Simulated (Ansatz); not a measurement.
SiGe:
```cif
data_Ge2Si2
_chemical_formula_sum 'Si2 Ge2'
_space_group_name_H-M_alt 'P 1'
_space_group_IT_number 1
_cell_length_a 3.90389
_cell_length_b 3.90389
_cell_length_c 6.45333
_cell_angle_alpha 90.000
_cell_angle_beta 90.000
_cell_angle_gamma 120.000
loop_
_space_group_symop_operation_xyz
  'x, y, z'
loop_
_atom_site_label
_atom_site_type_symbol
_atom_site_fract_x
_atom_site_fract_y
_atom_site_fract_z
_atom_site_occupancy
Si1 Si 0.66667 0.33333 0.87448 1
Si2 Si 0.33333 0.66667 0.37448 1
Ge1 Ge 0.66667 0.33333 0.50052 1
Ge2 Ge 0.33333 0.66667 0.00052 1
```

Relaxed with r²SCAN. r²SCAN in the plane-wave PAW code Ansatz gives a gap of 0.66 eV.

Task: What gap does HSE06 give on the same cell (Ansatz, PAW)?

Result: 0.98 eV, 0.31 eV more. The hybrid was solved on a coarser mesh and at special points; its gap is the smallest among all of these.

```json
[
 {"k": "Γ", "v1 r²SCAN": "0.00", "c1 r²SCAN": "0.79", "v1 HSE06": "[?]", "c1 HSE06": "[?]"},
 {"k": "A", "v1 r²SCAN": "-1.01", "c1 r²SCAN": "1.59", "v1 HSE06": "[?]", "c1 HSE06": "[?]"},
 {"k": "K", "v1 r²SCAN": "-3.51", "c1 r²SCAN": "1.26", "v1 HSE06": "-3.67", "c1 HSE06": "1.60"},
 {"k": "H", "v1 r²SCAN": "-2.22", "c1 r²SCAN": "1.68", "v1 HSE06": "[?]", "c1 HSE06": "[?]"},
 {"k": "M", "v1 r²SCAN": "-1.61", "c1 r²SCAN": "0.66", "v1 HSE06": "-1.67", "c1 HSE06": "0.98"},
 {"k": "L", "v1 r²SCAN": "-2.64", "c1 r²SCAN": "0.93", "v1 HSE06": "[?]", "c1 HSE06": "[?]"}
]
```

Task: Top valence (v1) and lowest conduction level (c1) in eV from each method's valence maximum (which need not be a listed point): supply the withheld HSE06 values.

Result: 
- H, v1 HSE06: -2.29
- H, c1 HSE06: 2.03
- A, v1 HSE06: -1.04
- A, c1 HSE06: 1.95
- Γ, v1 HSE06: 0.00
- Γ, c1 HSE06: 1.10
- L, v1 HSE06: -2.73
- L, c1 HSE06: 1.26

Cost on shared cores: the r²SCAN run (SCF on a 8×8×5 mesh, then bands and DOS) very roughly 40 core-seconds, the HSE06 run (SCF on 6×6×3, then a few points) very roughly 90 core-seconds; the tasks are unlike.

Space group P6_3mc (wurtzite). The first step of the workflow began from a Materials Project structure, measured or hypothetical; the Crystallography Open Database copy checked does not list it. Its standing as an ambient phase is unchecked. The r²SCAN relaxation kept the symmetry of its start; of distortions, only those at the zone centre were tested. Spin–orbit coupling is left out wherever it is not named.

Potentials: the earlier of the program's two PAW sets.
